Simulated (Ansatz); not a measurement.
**Question.** Name crystals whose computed values (r²SCAN (plane waves, PAW; program Ansatz)) fall in these windows: HSE06 gap (eV) 0.33 to 0.41; G_Hill (GPa) 24 to 32; B₀ by P(V) fit (GPa) 46 to 67.

**Answer.** 

| crystal | HSE06 gap (eV) | G_Hill (GPa) | B₀ by P(V) fit (GPa) |
|---|---|---|---|
| InAs, zinc blende | 0.36 | 28.7 | 57.2 |
Others may fit too.

The cell was relaxed under the symmetry of its start. Spin–orbit coupling is left out wherever it is not named.

Potentials: the later of the program's two PAW sets.
